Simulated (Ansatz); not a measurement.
AlCr$_{2}$C in space group P6_3/mmc (No. 194; Al on 2d, Cr on 4f, C on 2a) under volume change, PBE (plane waves, PAW; program Ansatz), shape and atoms relaxed at each volume.

| V (Å³/atom) | E − E(relaxed) (meV/atom) | P (GPa) |
|---|---|---|
| 10.095 | 62.7 | 21.86 |
| 10.428 | … | … |
| 10.761 | 6.2 | 6.17 |
| 11.094 | 0.0 | 0.01 |
| 11.426 | 5.6 | -5.21 |
| 11.759 | 21.1 | -9.65 |
| 12.092 | … | … |

Task: Some entries are withheld; supply them.

Result: 
- 10.428, E − E(relaxed) (meV/atom): 26.3
- 10.428, P (GPa): 13.37
- 12.092, E − E(relaxed) (meV/atom): 45.2
- 12.092, P (GPa): -13.36

Task: What does a third-order Birch–Murnaghan fit give for V₀, B₀ and B′?

Result: V₀ = 11.09 Å³/atom, B₀ = 188 GPa, B′ = 4.4.

The PBE relaxation kept the symmetry of its start. No spin polarisation was allowed.

Potentials: the later of the program's two PAW sets.
